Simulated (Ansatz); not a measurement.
## Mg$_{3}$H$_{3}$O$_{4}$: nudged elastic band, vacancy jump

Level of theory: Ansatz 0.2.0, DFT PBEsol, scalar-relativistic, plane waves, PAW. The runs took a 420 eV cutoff, a Γ-centred 6×6×4 mesh and Gaussian smearing (0.05 eV). No spin polarisation.

7 inner image(s), climbing immediate, force tolerance 0.05 eV/Å, at most 60 iterations, fixed cell. The cell carries a charge of +2 e on a uniform background, with no finite-size correction, so the barrier is rough in so small a cell.

It took 37 min on 4 threads of Arm Neoverse V1, with other jobs on the host, peak memory 4.4 GiB.

Command:
```bash
ansatz run input.yaml --threads 4 --pin off --max-ram 9216MiB --backend cpu --events-out ev --progress --plain --runs-dir out
```

Input:
```yaml
crystal:
  lattice:
    - [4.5975141488, -2.6543760314, 0.0]
    - [0.0, 5.3087520628, 0.0]
    - [0.0, 0.0, 7.2844478007]
  atoms:
    - { symbol: Mg, position: [0.3637232061, 0.3333333333, 0.8475073733] }
    - { symbol: Mg, position: [0.0, 0.6970565394, 0.8475073733] }
    - { symbol: Mg, position: [0.6362767939, 0.9696101273, 0.8475073733] }
    - { symbol: Mg, position: [0.0, 0.3333333333, 0.1325207935] }
    - { symbol: Mg, position: [0.6666666667, 0.6666666667, 0.1851980784] }
    - { symbol: Mg, position: [0.3333333333, 1.0, 0.1851980784] }
    - { symbol: H, position: [0.0, 0.3333333333, 0.3760694712] }
    - { symbol: H, position: [0.6666666667, 0.6666666667, 0.5596970476] }
    - { symbol: H, position: [0.3333333333, 1.0, 0.5596970476] }
    - { symbol: H, position: [0.3363444632, 0.3333333333, 0.4614913328] }
    - { symbol: H, position: [0.0, 0.6696777965, 0.4614913328] }
    - { symbol: H, position: [0.6636555368, 0.9969888701, 0.4614913328] }
    - { symbol: O, position: [0.6666666667, 0.6666666667, 0.6930183011] }
    - { symbol: O, position: [0.3333333333, 1.0, 0.6930183011] }
    - { symbol: O, position: [0.2900574077, 0.3333333333, 0.331648359] }
    - { symbol: O, position: [0.0, 0.623390741, 0.331648359] }
    - { symbol: O, position: [0.7099425923, 1.0432759257, 0.331648359] }
    - { symbol: O, position: [0.6726847467, 0.3333333333, 0.0015777134] }
    - { symbol: O, position: [0.3273152533, 0.6606485866, 0.0015777134] }
    - { symbol: O, position: [0.0, 0.00601808, 0.0015777134] }
total_charge: 2
basis:
  ecutwfc: 420
kpoints:
  mp_grid: { grid: [6, 6, 4] }
hamiltonian:
  xc: pbesol
scf:
  occupations: { method: gaussian, width: 0.05 }
output:
  forces: true
neb:
  images: 7
  f_tol: 0.05
  max_iterations: 60
  order_check: false
  final_atoms:
    - { symbol: Mg, position: [0.2989393529, 0.3333333333, 0.8167793079] }
    - { symbol: Mg, position: [0.0343939804, 0.7010606471, 0.8167793079] }
    - { symbol: Mg, position: [0.6666666667, 0.9656060196, 0.8167793079] }
    - { symbol: Mg, position: [0.0343939804, 0.3333333333, 0.1832206921] }
    - { symbol: Mg, position: [0.6666666667, 0.7010606471, 0.1832206921] }
    - { symbol: Mg, position: [0.2989393529, 0.9656060196, 0.1832206921] }
    - { symbol: H, position: [-0.0345130044, 0.3333333333, 0.5644293369] }
    - { symbol: H, position: [0.6666666667, 0.6321536623, 0.5644293369] }
    - { symbol: H, position: [0.3678463377, 1.0345130044, 0.5644293369] }
    - { symbol: H, position: [0.3678463377, 0.3333333333, 0.4355706631] }
    - { symbol: H, position: [-0.0345130044, 0.6321536623, 0.4355706631] }
    - { symbol: H, position: [0.6666666667, 1.0345130044, 0.4355706631] }
    - { symbol: O, position: [0.6666666667, 0.6411648188, 0.697692133] }
    - { symbol: O, position: [0.3588351812, 1.0255018479, 0.697692133] }
    - { symbol: O, position: [0.3588351812, 0.3333333333, 0.302307867] }
    - { symbol: O, position: [-0.0255018479, 0.6411648188, 0.302307867] }
    - { symbol: O, position: [0.6666666667, 1.0255018479, 0.302307867] }
    - { symbol: O, position: [0.9744981521, 0.3333333333, -0.302307867] }
    - { symbol: O, position: [0.3333333333, 0.6666666667, 0.0] }
    - { symbol: O, position: [0.0, 0.0, 0.0] }
  climbing: immediate
```

Output (its end):
```
...
preconditioner: auto → Resta (q_TF=auto, 2.526 Å⁻¹)  ε∞=3.0  [insulator: Δε(μ)=2.687 eV  Ē_g=15.953 eV  σ=0.050 eV  W_gap=1.00  n_scr=52 (ndim 8)  ℏωp=22.3 eV  f_vac=0.084  D(μ)=0.00/eV (n_scr^D=0)  ε∞_Penn≈3.0]
SCF iter   2: F=—  HF=-16083.435959 eV  |F-HF|=—  |Δ(HF+E_count)|=   4.12e-3  Δρ=2.77e-3  dr2=6.73e-3  ethr=2.30e-5  ⟨swp⟩=1.1  Hψ=5780  notcnv=0
SCF iter   3: F=—  HF=-16083.435333 eV  |F-HF|=—  |Δ(HF+E_count)|=   6.25e-4  Δρ=9.15e-4  dr2=1.11e-3  ethr=6.01e-6  ⟨swp⟩=2.0  Hψ=8469  notcnv=0
SCF iter   4: F=—  HF=-16083.435103 eV  |F-HF|=—  |Δ(HF+E_count)|=   2.30e-4  Δρ=1.78e-4  dr2=3.93e-5  ethr=9.96e-7  ⟨swp⟩=2.0  Hψ=7836  notcnv=0
SCF iter   5: F=—  HF=-16083.435050 eV  |F-HF|=—  |Δ(HF+E_count)|=   5.31e-5  Δρ=9.81e-5  dr2=1.42e-5  ethr=3.51e-8  ⟨swp⟩=2.0  Hψ=7761  notcnv=0
SCF iter   6: F=—  HF=-16083.435048 eV  |F-HF|=—  |Δ(HF+E_count)|=   2.11e-6  Δρ=2.39e-5  dr2=8.85e-7  ethr=1.27e-8  ⟨swp⟩=2.0  Hψ=7754  notcnv=0
SCF iter   7: F=—  HF=-16083.435048 eV  |F-HF|=—  |Δ(HF+E_count)|=   4.42e-7  Δρ=9.12e-6  dr2=1.38e-7  ethr=7.91e-10  ⟨swp⟩=2.0  Hψ=7755  notcnv=0
SCF iter   8: F=-16083.435048 eV  HF=-16083.435048 eV  |F-HF|=1.87e-9  |Δ(HF+E_count)|=   5.61e-8  Δρ=4.67e-6  dr2=3.10e-8  ethr=8.93e-11  ⟨swp⟩=4.2  Hψ=17064  notcnv=0
SCF 65 converged in 8 iterations: F = -16083.435048 eV  dr2 = 3.10e-8
NEB iter   9: max|band force component| = 2.234e0 eV/Å  barrier→ = 1.4178 eV  barrier← = 2.6582 eV  CI = image 5  Δτ_max = 0.1935 Å  (62 SCF iters)
```

The run was cut off at its time limit.

Last band, not converged:

| image | s (Å) | ΔE (eV) |
| --- | --- | --- |
| 0 | 0.000 | 0.000 |
| 1 | 1.023 | -1.452 |
| 2 | 2.046 | -0.776 |
| 3 | 3.069 | 0.130 |
| 4 | 4.080 | 0.482 |
| 5 | 5.072 | 1.418 |
| 6 | 5.733 | 0.732 |
| 7 | 6.393 | -1.095 |
| 8 | 7.054 | -1.240 |

Highest image over the start 1.418 eV, over the end 2.658 eV. The order of the saddle wasn't checked, and a path that keeps a symmetry can read too high.

By iteration:

| iteration | largest band force component (eV/Å) | highest image (eV) |
| --- | --- | --- |
| 1 | 3.670 | 5.257 |
| 2 | 2.925 | 4.783 |
| 3 | 2.257 | 4.261 |
| 4 | 2.607 | 3.706 |
| 5 | 2.249 | 3.322 |
| 6 | 2.342 | 2.910 |
| 7 | 2.255 | 2.255 |
| 8 | 2.121 | 1.772 |
| 9 | 2.234 | 1.418 |

Images of the last band (Å, true forces in eV/Å):

```xyz
20
Lattice="4.598 -2.654 0.000 0.000 5.309 0.000 0.000 0.000 7.284" Properties=species:S:1:pos:R:3:forces:R:3 pbc="T T T" image=0 dE_eV=0.0000
Mg    1.672    0.804    6.174    0.001   -0.001   -0.003
Mg    0.000    3.700    6.174    0.000    0.001   -0.003
Mg    2.925    3.459    6.174   -0.001   -0.001   -0.003
Mg    0.000    1.770    0.965    0.000    0.000   -0.003
Mg    3.065    1.770    1.349    0.000    0.000    0.013
Mg    1.533    4.424    1.349    0.000    0.000    0.013
H     0.000    1.770    2.739    0.000    0.000    0.009
H     3.065    1.770    4.077    0.000    0.000   -0.002
H     1.533    4.424    4.077    0.000    0.000   -0.002
H     1.546    0.877    3.362   -0.004    0.002    0.003
H     0.000    3.555    3.362    0.000   -0.005    0.003
H     3.051    3.531    3.362    0.004    0.002    0.003
O     3.065    1.770    5.048    0.000    0.000   -0.003
O     1.533    4.424    5.048    0.000    0.000   -0.003
O     1.334    1.000    2.416    0.004   -0.002   -0.002
O     0.000    3.309    2.416    0.000    0.005   -0.002
O     3.264    3.654    2.416   -0.004   -0.002   -0.002
O     3.093   -0.016    0.011   -0.001    0.001   -0.004
O     1.505    2.638    0.011    0.001    0.001   -0.004
O     0.000    0.032    0.011    0.000   -0.001   -0.004
20
Lattice="4.598 -2.654 0.000 0.000 5.309 0.000 0.000 0.000 7.284" Properties=species:S:1:pos:R:3:forces:R:3 pbc="T T T" image=1 dE_eV=-1.4523
Mg    1.732    0.770    6.165    0.003   -0.002   -0.112
Mg    0.066    3.645    6.186   -0.055    0.090   -0.188
Mg    3.006    3.430    6.186   -0.105    0.003   -0.188
Mg    0.133    1.693    1.048    0.112   -0.065    0.122
Mg    3.105    1.701    1.287    0.048    0.204    0.032
Mg    1.612    4.423    1.287   -0.153   -0.144    0.032
H    -0.713    2.181    2.692   -0.648    0.374   -0.008
H     3.093    1.615    4.083   -0.070   -0.158    0.045
H     1.681    4.477    4.083    0.102    0.139    0.045
H     1.341    0.996    3.210   -0.013    0.007    0.005
H     0.138    3.593    3.351    0.125   -0.074    0.051
H     3.088    3.393    3.351    0.126   -0.071    0.051
O     3.131    1.731    5.049    0.009    0.072   -0.004
O     1.599    4.386    5.049   -0.058   -0.044   -0.004
O     1.538    0.881    2.268    0.172   -0.099   -0.105
O    -0.119    3.277    2.461   -0.135   -0.066    0.115
O     3.232    3.773    2.461   -0.010    0.149    0.115
O     3.147   -0.048    0.052    0.236   -0.136   -0.191
O     1.540    2.630   -0.005    0.186   -0.041    0.093
O     0.025    0.006   -0.005    0.128   -0.140    0.093
20
Lattice="4.598 -2.654 0.000 0.000 5.309 0.000 0.000 0.000 7.284" Properties=species:S:1:pos:R:3:forces:R:3 pbc="T T T" image=2 dE_eV=-0.7758
Mg    1.612    0.839    6.207    0.678   -0.392    0.121
Mg   -0.092    3.753    6.066    0.358   -0.045   -0.096
Mg    2.834    3.512    6.066    0.218   -0.287   -0.096
Mg    0.259    1.620    1.040   -0.394    0.227    0.299
Mg    3.231    1.817    1.346   -0.128   -0.042   -0.196
Mg    1.574    4.256    1.346   -0.028    0.132   -0.196
H    -0.929    2.306    2.624    0.431   -0.249    0.266
H     2.914    1.516    4.083    0.029   -0.010   -0.114
H     1.677    4.681    4.083    0.023   -0.020   -0.114
H     1.350    0.990    3.146   -0.010    0.006    0.062
H     0.256    3.458    3.372   -0.016   -0.035    0.105
H     3.264    3.358    3.372    0.022    0.031    0.105
O     2.910    1.815    5.009    0.184    0.224   -0.087
O     1.415    4.536    5.009   -0.102   -0.271   -0.087
O     1.701    0.788    2.262   -0.104    0.060    0.011
O    -0.135    3.272    2.492   -0.021   -0.093   -0.293
O     3.229    3.790    2.492    0.069    0.065   -0.293
O     3.530   -0.269   -0.301   -1.104    0.638    0.838
O     1.767    2.560    0.131   -0.106   -0.061   -0.116
O     0.199   -0.155    0.131    0.000    0.122   -0.116
20
Lattice="4.598 -2.654 0.000 0.000 5.309 0.000 0.000 0.000 7.284" Properties=species:S:1:pos:R:3:forces:R:3 pbc="T T T" image=3 dE_eV=0.1295
Mg    1.230    1.059    6.086    0.106   -0.061   -0.474
Mg   -0.213    3.820    6.027    0.241    0.266   -0.190
Mg    2.715    3.584    6.027   -0.110   -0.342   -0.190
Mg    0.343    1.572    1.025   -0.185    0.107    0.534
Mg    3.271    1.883    1.406    0.015    0.084    0.193
Mg    1.537    4.189    1.406   -0.065   -0.055    0.193
H    -0.923    2.302    2.592    0.425   -0.245    0.886
H     2.902    1.467    4.119   -0.068    0.078   -0.034
H     1.713    4.717    4.119   -0.101    0.020   -0.034
H     1.394    0.965    3.150   -0.045    0.026    0.206
H     0.274    3.454    3.373   -0.050   -0.185    0.358
H     3.276    3.345    3.373    0.135    0.136    0.359
O     2.789    1.853    5.010    0.063    0.097   -0.127
O     1.323    4.622    5.010   -0.052   -0.103   -0.127
O     1.733    0.769    2.262   -0.015    0.009   -0.042
O    -0.155    3.254    2.517    0.296    0.258   -0.755
O     3.235    3.816    2.517   -0.075   -0.385   -0.755
O     4.129   -0.615   -0.743   -0.479    0.277   -0.108
O     1.910    2.554    0.208    0.028    0.089    0.053
O     0.275   -0.277    0.208   -0.063   -0.068    0.053
20
Lattice="4.598 -2.654 0.000 0.000 5.309 0.000 0.000 0.000 7.284" Properties=species:S:1:pos:R:3:forces:R:3 pbc="T T T" image=4 dE_eV=0.4821
Mg    1.279    1.031    5.875    0.157   -0.090    0.068
Mg   -0.085    3.766    6.066    0.183    0.137   -0.182
Mg    2.826    3.499    6.066   -0.027   -0.227   -0.182
Mg    0.331    1.578    1.068   -0.221    0.128   -0.186
Mg    3.153    1.979    1.470   -0.012   -0.042    0.046
Mg    1.395    4.243    1.470    0.031    0.031    0.046
H    -0.860    2.266    2.623   -0.098    0.056    0.320
H     3.034    1.590    4.148    0.105   -0.203   -0.026
H     1.672    4.541    4.148    0.228    0.010   -0.026
H     1.529    0.887    3.203   -0.037    0.021    0.090
H     0.188    3.369    3.425   -0.057   -0.248    0.246
H     3.307    3.461    3.425    0.187    0.173    0.246
O     2.913    1.811    5.084   -0.126    0.235   -0.193
O     1.421    4.535    5.084   -0.267   -0.009   -0.193
O     1.681    0.799    2.246    0.223   -0.129    0.189
O    -0.165    3.256    2.514    0.189    0.422   -0.266
O     3.228    3.823    2.514   -0.272   -0.374   -0.266
O     4.271   -0.696   -1.508   -0.311    0.180    0.353
O     1.741    2.673    0.244    0.214    0.228   -0.041
O     0.088   -0.190    0.244   -0.090   -0.299   -0.041
20
Lattice="4.598 -2.654 0.000 0.000 5.309 0.000 0.000 0.000 7.284" Properties=species:S:1:pos:R:3:forces:R:3 pbc="T T T" image=5 dE_eV=1.4178
Mg    1.229    1.060    5.881    0.090   -0.052   -0.210
Mg    0.044    3.612    5.963   -0.177    0.628    0.216
Mg    3.024    3.465    5.963   -0.633   -0.160    0.216
Mg    0.281    1.607    1.341    0.181   -0.105   -0.696
Mg    3.135    1.953    1.444   -0.113    0.075   -0.389
Mg    1.408    4.271    1.444   -0.121    0.060   -0.389
H    -0.752    2.204    3.011   -0.223    0.129   -1.526
H     3.013    1.649    4.135    0.111   -0.120   -0.006
H     1.611    4.529    4.135    0.159   -0.037   -0.006
H     1.735    0.768    3.271   -0.137    0.079   -0.003
H     0.044    3.388    3.483    0.433    0.204    0.145
H     3.218    3.576    3.483    0.040   -0.477    0.145
O     2.950    1.744    5.095   -0.087    0.133    0.137
O     1.497    4.537    5.095   -0.159    0.009    0.137
O     1.724    0.774    2.294    0.273   -0.157   -0.100
O    -0.079    3.325    2.495   -0.679   -0.847    0.823
O     3.211    3.715    2.495    0.394    1.011    0.823
O     4.274   -0.698   -2.131    0.586   -0.339   -0.658
O     1.572    2.676    0.116    0.091    0.089    0.670
O     0.001   -0.045    0.116   -0.031   -0.123    0.670
20
Lattice="4.598 -2.654 0.000 0.000 5.309 0.000 0.000 0.000 7.284" Properties=species:S:1:pos:R:3:forces:R:3 pbc="T T T" image=6 dE_eV=0.7320
Mg    1.214    1.069    5.820    0.070   -0.040   -0.065
Mg    0.025    3.637    5.938   -0.055    0.212    0.012
Mg    2.993    3.468    5.938   -0.211   -0.059    0.012
Mg    0.265    1.617    1.363   -0.175    0.101    0.359
Mg    3.138    1.954    1.432    0.062   -0.035    0.150
Mg    1.409    4.268    1.432    0.061   -0.036    0.150
H    -0.611    2.122    3.530    0.842   -0.486    3.278
H     3.041    1.618    4.122    0.083   -0.073    0.260
H     1.652    4.520    4.122    0.104   -0.035    0.260
H     1.729    0.771    3.231   -0.058    0.034   -0.291
H     0.102    3.452    3.421    0.260    0.159   -0.135
H     3.192    3.495    3.421   -0.007   -0.305   -0.134
O     2.950    1.743    5.088   -0.059   -0.055   -0.206
O     1.498    4.536    5.088    0.018    0.079   -0.206
O     1.748    0.760    2.253    0.002   -0.001   -0.020
O    -0.053    3.343    2.457    0.148    0.604   -0.493
O     3.208    3.683    2.457   -0.449   -0.430   -0.493
O     4.285   -0.704   -2.448   -0.127    0.073   -1.908
O     1.552    2.674    0.089   -0.336    0.007   -0.266
O    -0.007   -0.027    0.089   -0.174    0.287   -0.266
20
Lattice="4.598 -2.654 0.000 0.000 5.309 0.000 0.000 0.000 7.284" Properties=species:S:1:pos:R:3:forces:R:3 pbc="T T T" image=7 dE_eV=-1.0948
Mg    1.261    1.041    5.874    0.090   -0.052    0.070
Mg    0.064    3.668    5.955    0.115    0.011    0.038
Mg    2.986    3.419    5.955    0.048   -0.105    0.038
Mg    0.205    1.651    1.395   -0.086    0.050    0.074
Mg    3.131    1.933    1.369    0.022   -0.068   -0.010
Mg    1.424    4.286    1.369    0.070    0.016   -0.010
H    -0.462    2.036    4.007    0.164   -0.095    0.501
H     3.068    1.591    4.112    0.022   -0.048    0.024
H     1.689    4.510    4.112    0.052    0.005    0.024
H     1.761    0.753    3.160    0.003   -0.002   -0.065
H     0.065    3.498    3.288    0.017    0.033   -0.143
H     3.133    3.503    3.288   -0.020   -0.031   -0.143
O     2.983    1.698    5.076   -0.010    0.011   -0.045
O     1.554    4.530    5.076   -0.014    0.003   -0.045
O     1.730    0.771    2.186   -0.027    0.016   -0.078
O    -0.037    3.439    2.319   -0.091    0.190   -0.174
O     3.133    3.622    2.319   -0.210   -0.016   -0.174
O     4.366   -0.751   -2.329    0.051   -0.030    0.334
O     1.501    2.673    0.014   -0.122    0.015   -0.108
O    -0.032    0.018    0.014   -0.074    0.099   -0.108
20
Lattice="4.598 -2.654 0.000 0.000 5.309 0.000 0.000 0.000 7.284" Properties=species:S:1:pos:R:3:forces:R:3 pbc="T T T" image=8 dE_eV=-1.2404
Mg    1.374    0.976    5.950    0.002   -0.001    0.001
Mg    0.158    3.630    5.950   -0.002   -0.001    0.001
Mg    3.065    3.357    5.950    0.000    0.002    0.001
Mg    0.158    1.678    1.335   -0.002    0.001   -0.001
Mg    3.065    1.952    1.335    0.000   -0.002   -0.001
Mg    1.374    4.333    1.335    0.002    0.001   -0.001
H    -0.159    1.861    4.112   -0.017    0.010    0.000
H     3.065    1.586    4.112    0.000   -0.019    0.000
H     1.691    4.516    4.112    0.017    0.010    0.000
H     1.691    0.793    3.173    0.017   -0.010    0.000
H    -0.159    3.448    3.173   -0.017   -0.010    0.000
H     3.065    3.722    3.173    0.000    0.019    0.000
O     3.065    1.634    5.082    0.000    0.010    0.003
O     1.650    4.492    5.082   -0.009   -0.005    0.003
O     1.650    0.817    2.202   -0.009    0.005   -0.003
O    -0.117    3.471    2.202    0.009    0.005   -0.003
O     3.065    3.675    2.202    0.000   -0.010   -0.003
O     4.480   -0.817   -2.202    0.009   -0.005    0.003
O     1.533    2.654    0.000    0.000    0.000    0.000
O     0.000    0.000    0.000    0.000    0.000    0.000
```